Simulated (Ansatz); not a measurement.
La:
```cif
data_La4
_chemical_formula_sum 'La4'
_space_group_name_H-M_alt 'P 1'
_space_group_IT_number 1
_cell_length_a 3.58435
_cell_length_b 3.58435
_cell_length_c 11.56087
_cell_angle_alpha 90.000
_cell_angle_beta 90.000
_cell_angle_gamma 120.000
loop_
_space_group_symop_operation_xyz
  'x, y, z'
loop_
_atom_site_label
_atom_site_type_symbol
_atom_site_fract_x
_atom_site_fract_y
_atom_site_fract_z
_atom_site_occupancy
La1 La 0.00000 0.00000 0.00000 1
La2 La 0.00000 0.00000 0.50000 1
La3 La 0.33333 0.66667 0.25000 1
La4 La 0.66667 0.33333 0.75000 1
```

Relaxed with LDA.

Task: Decompose the optical modes at the zone centre into irreducible representations, and say which are infrared and Raman allowed.

Result: Point group 6/mmm: Γ_opt = A2u + B1g + B2u + E1u + E2g + E2u. Infrared: A2u, E1u. Raman: E2g.

Task: Assign frequencies (DFPT, LDA (plane waves, PAW; program Ansatz)).

Result: E2u 30, E1u 35, E2g 36, B1g 71, B2u 74, A2u 84 cm⁻¹.

Subscripts of B labels follow the axes of the standard setting.

Space group P6_3/mmc (dhcp (α-La type)). Symmetry was held in the LDA relaxation. As this level gives no gap, phonon frequencies hold no LO–TO term and depend on the k-mesh and smearing (Fermi–Dirac, 0.1 eV here). Spin–orbit coupling is left out wherever it is not named.

Potentials: the earlier of the program's two PAW sets. The files were generated under PBE; for other functionals the program regenerates the frozen cores, and for LDA and PBEsol the local potential too.
